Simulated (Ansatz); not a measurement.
Data:

Al$_{2}$Au:
```
Al2Au
1.0
   -1.80780     1.80780     3.83206
    1.80780    -1.80780     3.83206
    1.80780     1.80780    -3.83206
Au Al
1 2
Cartesian
  0.00000   0.00000   0.00000
  0.00000   0.00000   2.57282
  0.00000   0.00000   5.09129
```

This is the PBEsol-relaxed structure.

Task: All from the program Ansatz at the PBEsol level (PAW), unless another level is named. Predict the density of states at the Fermi level.

Result: 0.30 states/eV per atom (mean over ±0.08 eV).

Task: And the formation energy from the elements (no fitted shifts)?

Result: -0.21 eV/atom.

Space group I4/mmm (MoSi2 or CaC2 type). A made-up cell: these elements were put on the sites of a structure type; neither database checked (COD, Materials Project) lists it. COD files the formula under space group No. 225. Whether it is the stable phase at ambient conditions was not checked. Symmetry was held in the PBEsol relaxation; its stability against distortions is not shown here. The references are the lowest solids computed at this level, not always the standard phases. Scalar-relativistic: spin–orbit coupling is off unless named, which matters more the heavier the elements.

Potentials: the earlier of the program's two PAW sets. The files were generated under PBE; for other functionals the program regenerates the frozen cores, and for LDA and PBEsol the local potential too.
